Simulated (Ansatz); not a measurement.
**Clamped-ion strain scan in H**

Level of theory: DFT LDA, scalar-relativistic, plane waves, PAW (Ansatz 0.2.0). The runs took a 420 eV cutoff, a Γ-centred 6×6×6 mesh and Gaussian smearing (0.05 eV). No spin polarisation. Energies are free energies at this smearing, counted from the undisturbed cell; pressure is positive in compression.

Zero of the scan (as given, not relaxed at this level; it stands at 0.7 GPa, and it needn't be the usual structure):

```
H
1.0
     2.62348   -2.56690    0.00000
     2.62348    2.56690    0.00000
     0.00000    0.00000    4.14182
H
4
Direct
  0.95330 0.04670 0.06851
  0.45330 0.54670 0.43149
  0.54670 0.45330 0.56851
  0.04670 0.95330 0.93149
```

The cell holds molecules and no dispersion correction was added, so their binding is poorly described.

The cell is strained by ε times the Voigt pattern (1, 1, 0, 0, 0, 0) (xx, yy, zz, yz, xz, xy; engineering shear) with fractional coordinates fixed.

Task: Over the sampled range (-0.0200 to 0.0200), is the undisturbed cell the lowest point?

Result: No: the energy is lower at ε = 0.0200, -0.4 in ΔE (meV/atom).

Task: Which end lies higher in energy, -0.0200 or +0.0200?

Result: -0.0200: 1.1 against -0.4.

Task: Does the gap on the k-mesh survive along the scan?

Result: It is 8.69 eV at the start and stays between 8.69 and 8.70 eV.

The scan:

```tsv
ε	ΔE (meV/atom)
-0.0200	1.1
-0.0150	0.8
-0.0100	0.5
-0.0050	0.2
0.0000	0.0
0.0050	-0.2
0.0100	-0.3
0.0150	-0.4
0.0175	-0.4
0.0200	-0.4
```